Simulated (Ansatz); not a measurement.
# Tc: computed property card

Tc:
```
Tc
1.0
    2.75225     0.00000     0.00000
   -1.37612     2.38352     0.00000
    0.00000     0.00000     4.40266
Tc
2
Direct
  0.33333   0.66667   0.75000
  0.66667   0.33333   0.25000
```

Space group P6_3/mmc (No. 194), hcp (Mg type); conventional cell a = b = 2.752 Å, c = 4.403 Å, α = β = 90.00°, γ = 120.00°.

Method: DFT-PBE in the program Ansatz with PAW potentials. The cell and atoms are relaxed at this level. Other levels are named where they apply.

### Cell and energy

- Volume per atom = 14.44 Å³
- Density = 11.26 g/cm³

### Electronic structure

Electronic character: metallic (no gap)
Density of states at the Fermi level: 0.94 states/eV per atom (mean over ±0.08 eV)

Symmetry was held in the PBE relaxation. The run is not spin-polarised. Axis ratios of metals converge slowly with the k-mesh, so a and c are less sure than the volume. Scalar-relativistic: spin–orbit coupling is off unless named, which matters more the heavier the elements.

Potentials: the earlier of the program's two PAW sets.
